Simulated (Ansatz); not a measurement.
PtW:
```
PtW
1.0
    0.00000     2.63007     2.63007
    2.63007     0.00000     2.63007
    2.63007     2.63007     0.00000
Pt W
1 1
Cartesian
  0.00000   0.00000   0.00000
  2.63007   2.63007   2.63007
```

Relaxed with PBE. Special points in fractions of this cell's reciprocal vectors: Γ (0.000, 0.000, 0.000); X (0.500, 0.000, 0.500); U (0.625, 0.250, 0.625); K (0.375, 0.375, 0.750); L (0.500, 0.500, 0.500); W (0.500, 0.250, 0.750).

List the band energies nearest the Fermi level at these points for DFT-PBE with spin–orbit coupling in the program Ansatz with PAW potentials.

In eV from the Fermi level; about four levels below and three above (degenerate sets whole), none deeper than 8.9 eV; points with the same levels are listed once.

```csv
k,below,above
Γ,-5.48 -5.48 -5.48 -5.48 -5.05 -5.05,1.49 1.49 1.49 1.49
X,-2.63 -2.63 -1.44 -1.44,0.72 0.72 1.04 1.04
U,-0.84 -0.84 -0.14 -0.14,0.42 0.42 0.82 0.82
L,-1.90 -1.90 -1.71 -1.71,0.13 0.13 0.50 0.50
W,-2.87 -2.87 -1.67 -1.67,0.06 0.06 0.11 0.11
```

Space group Fm-3m (rock salt). The start of the workflow was typed in or built on a structure type; neither database checked (COD, Materials Project) lists it. Whether it is the stable phase at ambient conditions was not checked. The cell was relaxed with PBE under the symmetry of its start; its stability against distortions is not shown here. No spin polarisation was allowed. The volume moved by 18 % from the start of the relaxation. Its formation energy is positive at this level, so the cell may be metastable or incomplete.

Potentials: the earlier of the program's two PAW sets.
